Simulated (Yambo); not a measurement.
G0W0@PBE for PbSe (rock salt, space group Fm-3m, No. 225) in Yambo (4×4×4 mesh, 15 Ry block, plasmon pole, screening fixed), without a terminator:

```tsv
bands N in G	gap L → L (eV)	shift of the valence edge (eV)
96	0.261	-0.086
168	0.320	-0.249
267	0.343	-0.309
```

Task: Extrapolate both columns to infinite N with E(N) = E∞ + A/N, test the form, and compare with the terminator.

Result: From two points, E∞ = (N2 E2 − N1 E1)/(N2 − N1). The two largest N give 0.38 eV for the gap and -0.41 eV for the shift; the two smallest give 0.40 eV and -0.47 eV. For the gap the slopes A are -13 and -10 eV: the form isn't reached, and its limit is uncertain. For the shift the slopes A are 37 and 27 eV: the form isn't reached, and its limit is uncertain. With the Bruneval-Gonze terminator and 267 bands the run gives 0.36 eV and -0.35 eV, 0.02 eV and 0.06 eV from the extrapolated values: the terminator too is an estimate of the remainder. Block, mesh and the bands in W are held fixed.

Spin-orbit coupling is not included.

Geometry relaxed with PBEsol; primitive cell a = 4.311 Å, b = 4.311 Å, c = 4.311 Å, α = 60.00°, β = 60.00°, γ = 60.00°.

A shift is the quasiparticle energy of the state minus its PBE energy.

The potentials are those of PseudoDojo's stringent table.
